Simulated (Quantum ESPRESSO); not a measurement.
Al3MgP3Se, a curve over one atom's position

A calculation, not a measurement. The program is pw.x of Quantum ESPRESSO 7.5 (plane-wave density functional theory). The cell is made up: 8 atoms on a zincblende/diamond lattice, with randomly drawn elements, strain and displacements, not relaxed. PseudoDojo standard norm-conserving files (v0.5 for PBE, v0.4.1 for LDA and PBEsol) set the functional; there is no spin polarisation, spin-orbit coupling or dispersion term, and the masses in the input are unused placeholders.

Seven runs move atom 1 (Al, counted in the order of the input) along x and keep all else fixed.

Input of the run at +0.0043:

```
&control calculation='scf', pseudo_dir='./dojo.nc.sr.pbe.v0_5.standard.upf', outdir='./o', disk_io='medium', tprnfor=.true., tstress=.true. /
&system ibrav=0, nat=8, ntyp=4, nbnd=31, ecutwfc=85.99341389, nosym=.true., tot_charge=0,
 occupations='smearing', smearing='fd', degauss=0.0018374661
/
&electrons conv_thr=7.350e-09, electron_maxstep=60, /
ATOMIC_SPECIES
Al 1.0 Al.upf
Mg 1.0 Mg.upf
P 1.0 P.upf
Se 1.0 Se.upf
CELL_PARAMETERS angstrom
5.4928 -0.0062 -0.0016
-0.0062 5.5597 0.0026
-0.0016 0.0026 5.578
ATOMIC_POSITIONS angstrom
Al -0.035 -0.0378 -0.0097
Al 0.0636 2.7816 2.8603
Al 2.6653 0.0516 2.7905
Mg 2.8428 2.7996 0.0201
P 1.2868 1.3232 1.3193
P 1.4378 4.2015 4.2775
Se 4.093 1.5025 4.2766
P 4.2076 4.2655 1.3745
K_POINTS automatic
4 4 4 1 1 1
```

| shift of atom 1 along x (Å) | free energy less that of the input shown (eV) | Fx on atom 1 (eV/Å) | Fy on atom 1 (eV/Å) | Fz on atom 1 (eV/Å) | pressure (GPa) | next band up at Gamma (eV) | iterations |
| --- | --- | --- | --- | --- | --- | --- | --- |
| -0.1129 | 0.2090 | 2.474 | -0.030 | -0.136 | 4.47 | 1.209 | 10 |
| -0.1009 | 0.1801 | 2.336 | -0.056 | -0.112 | 4.44 | 1.225 | 10 |
| -0.0554 | 0.0860 | 1.800 | -0.156 | -0.023 | 4.34 | 1.281 | 10 |
| -0.0399 | 0.0596 | 1.615 | -0.189 | 0.005 | 4.31 | 1.298 | 10 |
| +0.0043 | 0.0000 | 1.080 | -0.281 | 0.080 | 4.27 | 1.318 | 10 |
| +0.0319 | -0.0251 | 0.743 | -0.338 | 0.123 | 4.26 | 1.297 | 10 |
| +0.0981 | -0.0473 | -0.071 | -0.466 | 0.215 | 4.30 | 1.232 | 10 |

A cubic fit gives dFx/dx = -12.17 eV/Å² at zero shift. Across the table the free energy follows the integral of the force to within 0.2 meV. A rerun of one of the cells at 1467 eV and a 6 x 6 x 6 mesh moved values by no more than 0.005 eV in energy, 0.02 GPa in stress and 0.004 eV/Å in force. The band column is the level of band 26 at Gamma less that of band 25, whose number is half the electron count, rounded up; it comes from a band step after each run.